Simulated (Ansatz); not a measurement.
Question: BeS (wurtzite, P6_3mc) is relaxed with r²SCAN in the plane-wave PAW code Ansatz. What lattice parameters of the conventional cell result?

Answer: a = 3.434 Å, c = 5.661 Å.

Question: Give the free coordinates with the occupied sites.

Answer: In one choice of origin and axes:

```csv
atom,site,symmetry,x,y,z
Be,2b,3m.,0.6667,0.3333,0.4995
S,2b,3m.,0.6667,0.3333,0.1255
```

Question: Is it a metal or does it have a gap at this level?

Answer: A gap of 4.09 eV, indirect.

The start of the workflow was typed in or built on a structure type; neither database checked (COD, Materials Project) lists it. COD files the formula under space group No. 216, so this cell is another polymorph or a model. Its standing as an ambient phase is unchecked. The r²SCAN relaxation kept the symmetry of its start; whether a distortion lowers the energy is not shown.

Potentials: the later of the program's two PAW sets.
